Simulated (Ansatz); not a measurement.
TiO$_{2}$ (anatase, space group No. 141), DFT-PBE in the program Ansatz with PAW potentials. The conduction-band minimum lies at Γ, with 1 equivalent valley. Second derivatives d²E/dk² of the lowest band at one valley (eV·Å²), along Cartesian directions:

```json
[
 {"direction": "[100]", "d²E/dk²": "18.05"},
 {"direction": "[010]", "d²E/dk²": "18.05"},
 {"direction": "[001]", "d²E/dk²": "1.837"},
 {"direction": "[110]", "d²E/dk²": "18.05"},
 {"direction": "[101]", "d²E/dk²": "9.946"},
 {"direction": "[011]", "d²E/dk²": "9.946"}
]
```

Question: Find the principal effective masses, the density-of-states mass and the conductivity mass.

Answer: Off-diagonal terms follow from H_xy = H[110] − (H_xx + H_yy)/2, and m*/mₑ = 7.620 eV·Å² over each eigenvalue: 0.42, 0.42, 4.1. One valley's DOS mass (m₁m₂m₃)^(1/3) = 0.90, conductivity mass 3/(Σ 1/mᵢ) = 0.60 mₑ.

Question: What effective density of states Nc follows at 300 K for parabolic valleys?

Answer: Nc = 2.509e19 × 1 × (0.90)^(3/2) ≈ 2.1e19 cm⁻³.

Space group I4_1/amd (anatase). Symmetry was held in the PBE relaxation. No spin polarisation was allowed.

Potentials: the earlier of the program's two PAW sets.

Edges and masses are those of Kohn–Sham bands, whose gap is no quasiparticle gap.
